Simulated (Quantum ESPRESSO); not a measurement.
Ca2ZnMgO4, input and log of a self-consistent run

Simulated, not a measurement. The program is pw.x of Quantum ESPRESSO 7.5 (plane-wave density functional theory). The cell is made up: 8 atoms on a rocksalt lattice, with randomly drawn elements, strain and displacements, not relaxed. PseudoDojo standard norm-conserving files (v0.5 for PBE, v0.4.1 for LDA and PBEsol) set the functional; there is no spin polarisation, spin-orbit coupling or dispersion term, and the masses in the input are unused placeholders.

Input:

```
&control calculation='scf', pseudo_dir='./dojo.nc.sr.pbe.v0_5.standard.upf', outdir='./o', disk_io='medium', tprnfor=.true., tstress=.true. /
&system ibrav=0, nat=8, ntyp=4, nbnd=43, ecutwfc=84.00895049, nosym=.true., tot_charge=0,
 occupations='smearing', smearing='fd', degauss=0.0018374661
/
&electrons conv_thr=7.350e-09, electron_maxstep=60, /
ATOMIC_SPECIES
Ca 1.0 Ca.upf
Mg 1.0 Mg.upf
O 1.0 O.upf
Zn 1.0 Zn.upf
CELL_PARAMETERS angstrom
4.6463 0.0 0.0
0.0 4.6463 0.0
0.0 0.0 4.6463
ATOMIC_POSITIONS angstrom
Ca -0.0469 0.0185 0.0223
Zn 0.0218 2.3075 2.418
Mg 2.3314 -0.0074 2.3136
Ca 2.3125 2.3805 0.042
O 2.3525 -0.0443 -0.0951
O 2.3468 2.2989 2.3079
O 4.6519 -0.0117 2.2807
O 4.6074 2.353 0.0261
K_POINTS automatic
4 4 4 1 1 1
```

The log is shortened where brackets say so; the opening notice, blank lines, dates and the lines on written files are dropped, and the path of the files is cut. It prints rydbergs, bohrs and kilobars, and counts compression as positive stress.

```
     Program PWSCF v.7.5
     Parallel version (MPI & OpenMP), running on       1 processor cores
     Number of MPI processes:                 1
     Threads/MPI process:                     1
     [start-up lines left out]
     bravais-lattice index     =            0
     lattice parameter (alat)  =       8.7802  a.u.
     unit-cell volume          =     676.8904 (a.u.)^3
     number of atoms/cell      =            8
     number of atomic types    =            4
     number of electrons       =        74.00
     number of Kohn-Sham states=           43
     kinetic-energy cutoff     =      84.0090  Ry
     charge density cutoff     =     336.0358  Ry
     scf convergence threshold =      7.3E-09
     mixing beta               =       0.7000
     number of iterations used =            8  plain     mixing
     Exchange-correlation= PBE
                           (   1   4   3   4   0   0   0)
     [axes and pseudopotential details left out]
   Cartesian axes
     site n.     atom                  positions (alat units)
         1        Ca     tau(   1) = (  -0.0100941   0.0039817   0.0047995  )
         2        Zn     tau(   2) = (   0.0046919   0.4966317   0.5204141  )
         3        Mg     tau(   3) = (   0.5017756  -0.0015927   0.4979446  )
         4        Ca     tau(   4) = (   0.4977079   0.5123432   0.0090395  )
         5        O      tau(   5) = (   0.5063169  -0.0095345  -0.0204679  )
         6        O      tau(   6) = (   0.5050901   0.4947808   0.4967178  )
         7        O      tau(   7) = (   1.0012053  -0.0025181   0.4908637  )
         8        O      tau(   8) = (   0.9916277   0.5064245   0.0056174  )
     number of k points=    32  Fermi-Dirac smearing, width (Ry)=  0.0018
                       cart. coord. in units 2pi/alat
        k(    1) = (   0.1250000   0.1250000   0.1250000), wk =   0.0625000
        k(    2) = (   0.1250000   0.1250000   0.3750000), wk =   0.0625000
     [further k points left out]
     Dense  grid:    70415 G-vectors     FFT dimensions: (  54,  54,  54)
     Estimated max dynamical RAM per process >      97.02 MB
     Initial potential from superposition of free atoms
     starting charge      73.9892, renormalised to      74.0000
     Starting wfcs are   41 randomized atomic wfcs +    2 random wfcs
     total cpu time spent up to now is        8.7 secs
     per-process dynamical memory:    54.4 Mb
     Self-consistent Calculation
     iteration #  1     ecut=    84.01 Ry     beta= 0.70
     Davidson diagonalization with overlap
     ethr =  1.00E-02,  avg # of iterations =  7.2
     total cpu time spent up to now is       35.3 secs
     total energy              =    -823.65155375 Ry
     estimated scf accuracy    <       2.18010025 Ry
     iteration #  2     ecut=    84.01 Ry     beta= 0.70
     Davidson diagonalization with overlap
     ethr =  2.95E-03,  avg # of iterations =  4.0
     total cpu time spent up to now is       58.8 secs
     total energy              =    -823.88977558 Ry
     estimated scf accuracy    <       4.45623018 Ry
     iteration #  3     ecut=    84.01 Ry     beta= 0.70
     Davidson diagonalization with overlap
     ethr =  2.95E-03,  avg # of iterations =  3.6
     total cpu time spent up to now is       79.7 secs
     total energy              =    -824.73543575 Ry
     estimated scf accuracy    <       0.03586910 Ry
     iteration #  4     ecut=    84.01 Ry     beta= 0.70
     Davidson diagonalization with overlap
     ethr =  4.85E-05,  avg # of iterations =  8.4
     total cpu time spent up to now is      110.3 secs
     total energy              =    -824.75291781 Ry
     estimated scf accuracy    <       0.05168562 Ry
     iteration #  5     ecut=    84.01 Ry     beta= 0.70
     Davidson diagonalization with overlap
     ethr =  4.85E-05,  avg # of iterations =  2.0
     total cpu time spent up to now is      127.9 secs
     total energy              =    -824.75974853 Ry
     estimated scf accuracy    <       0.00337536 Ry
     [iterations 6 to 7 left out]
     iteration #  8     ecut=    84.01 Ry     beta= 0.70
     Davidson diagonalization with overlap
     ethr =  1.97E-07,  avg # of iterations =  2.0
     total cpu time spent up to now is      186.7 secs
     total energy              =    -824.76056394 Ry
     estimated scf accuracy    <       0.00002119 Ry
     iteration #  9     ecut=    84.01 Ry     beta= 0.70
     Davidson diagonalization with overlap
     ethr =  2.86E-08,  avg # of iterations =  3.2
     total cpu time spent up to now is      210.4 secs
     total energy              =    -824.76056809 Ry
     estimated scf accuracy    <       0.00000066 Ry
     iteration # 10     ecut=    84.01 Ry     beta= 0.70
     Davidson diagonalization with overlap
     ethr =  8.93E-10,  avg # of iterations =  4.9
     total cpu time spent up to now is      237.8 secs
     total energy              =    -824.76056845 Ry
     estimated scf accuracy    <       0.00000029 Ry
     iteration # 11     ecut=    84.01 Ry     beta= 0.70
     Davidson diagonalization with overlap
     ethr =  3.92E-10,  avg # of iterations =  2.0
     total cpu time spent up to now is      256.8 secs
     total energy              =    -824.76056847 Ry
     estimated scf accuracy    <       0.00000005 Ry
     iteration # 12     ecut=    84.01 Ry     beta= 0.70
     Davidson diagonalization with overlap
     ethr =  6.41E-11,  avg # of iterations =  3.7
     total cpu time spent up to now is      276.3 secs
     End of self-consistent calculation
     [lines on levels left out]
!    total energy              =    -824.76056848 Ry
     estimated scf accuracy    <          2.0E-09 Ry
     smearing contrib. (-TS)   =       0.00000000 Ry
     internal energy E=F+TS    =    -824.76056848 Ry
     The total energy is F=E-TS. E is the sum of the following terms:
     one-electron contribution =    -467.77792855 Ry
     hartree contribution      =     262.18824617 Ry
     xc contribution           =    -124.11877010 Ry
     ewald contribution        =    -495.05211599 Ry
     convergence has been achieved in  12 iterations
     Forces acting on atoms (cartesian axes, Ry/au):
     atom    1 type  1   force =     0.02029527    0.00293492   -0.01546816
     atom    2 type  4   force =    -0.00399303    0.00208363   -0.00339556
     atom    3 type  2   force =    -0.00127947    0.00347139    0.01346542
     atom    4 type  1   force =    -0.00581201   -0.02702239   -0.01614097
     atom    5 type  3   force =    -0.01814450    0.02342226    0.00658729
     atom    6 type  3   force =    -0.00572073   -0.00008649    0.01110769
     atom    7 type  3   force =     0.00219857    0.00269460    0.01712509
     atom    8 type  3   force =     0.01245589   -0.00749793   -0.01328079
     Total force =     0.060676     Total SCF correction =     0.000069
     Computing stress (Cartesian axis) and pressure
          total   stress  (Ry/bohr**3)                   (kbar)     P=      -32.15
  -0.00022328   0.00000711   0.00000762          -32.85        1.05        1.12
   0.00000711  -0.00020372  -0.00000986            1.05      -29.97       -1.45
   0.00000762  -0.00000986  -0.00022862            1.12       -1.45      -33.63
     init_run     :      7.76s CPU      8.53s WALL (       1 calls)
     electrons    :    261.42s CPU    267.61s WALL (       1 calls)
     forces       :      2.74s CPU      2.78s WALL (       1 calls)
     stress       :     11.55s CPU     11.62s WALL (       1 calls)
     [timing details left out]
     PWSCF        :   4m43.76s CPU   4m51.19s WALL
     JOB DONE.
```

In other units: free energy -11221.439 eV for the cell, pressure -3.21 GPa, largest force component 0.695 eV/Å. A rerun of a related cell, with the same atoms placed differently, at 1437 eV and a 6 x 6 x 6 mesh moved values by no more than 0.002 eV in energy, 0.04 GPa in stress and 0.002 eV/Å in force.